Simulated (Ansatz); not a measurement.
AgAu (L1₀ or tetragonal B2, P4/mmm) at seven volumes, r²SCAN in the plane-wave PAW code Ansatz, shape and atoms relaxed at each. One row is withheld.

```
V (Å³/atom)  P (GPa)
-----------  -------
15.802         15.75
16.323          9.39
16.844             ?
17.365          0.00
17.886         -3.41
18.407         -6.18
18.928         -8.42
```

### Question
Fit the shown pressures and predict the withheld one.

### Answer
Third-order Birch–Murnaghan: P = (3/2)B₀(x^(7/2) − x^(5/2))[1 + (3/4)(B′ − 4)(x − 1)] with x = (V₀/V)^(2/3). Least squares on the six rows gives V₀ = 17.366 Å³/atom, B₀ = 126.3 GPa, B′ = 5.94. At V = 16.844, x = 1.0206 and P = 4.22 GPa. The run itself gave 4.21 GPa.

The start of the workflow was typed in or built on a structure type; neither database checked (COD, Materials Project) lists it. Its standing as an ambient phase is unchecked. Symmetry was held in the r²SCAN relaxation; whether a distortion lowers the energy is not shown. No spin polarisation was allowed. Scalar-relativistic: spin–orbit coupling is off unless named, which matters more the heavier the elements.

Potentials: the earlier of the program's two PAW sets.
